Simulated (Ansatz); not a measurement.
CaO (rock salt, space group No. 225), DFT-LDA in the program Ansatz with PAW potentials: ε∞ = 3.88, cell volume 26.08 Å³. Infrared-active transverse modes:

| ω_TO (cm⁻¹) | oscillator strength S_xx (e²/amu) |
|---|---|
| 290.7 | 0.4933 |

Question: Compute the static dielectric constant.

Answer: Each mode adds (4.921e7/V) S/ω²: 11.02. So ε0 = 14.9.

Question: What LO frequency does the Lyddane–Sachs–Teller relation give?

Answer: ω_LO = ω_TO √(ε0/ε∞) = 569 cm⁻¹.

Space group Fm-3m (rock salt). The LDA relaxation kept the symmetry of its start.

Potentials: the earlier of the program's two PAW sets. The files were generated under PBE; for other functionals the program regenerates the frozen cores, and for LDA and PBEsol the local potential too.
